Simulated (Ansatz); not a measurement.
**Cd (simple cubic): energy against volume**

Computed with DFT, LDA (PW92), plane waves (420 eV) with PAW, scalar-relativistic (Ansatz). The PAW files were generated under PBE, with cores re-solved for the functional.

The cell is scaled uniformly from the relaxed one, with fractional coordinates and shape fixed. Energies are extrapolated to zero smearing, pressures are those at the given smearing. Magnetic state: spin not included.

A Birch-Murnaghan fit gives V₀ = 23.22 Å³/atom, B₀ = 51 GPa, B₀′ = 5.8.

Question: What are the energy above the minimum and the pressure at 24.136 Å³/atom?

Answer: 5.2 meV/atom and -1.70 GPa as computed.

Question: What are the energy above the minimum and the pressure at 25.064 Å³/atom?

Answer: 19.5 meV/atom and -3.08 GPa as computed.

Question: What are the energy above the minimum and the pressure at 25.992 Å³/atom?

Answer: 40.6 meV/atom and -4.12 GPa as computed.
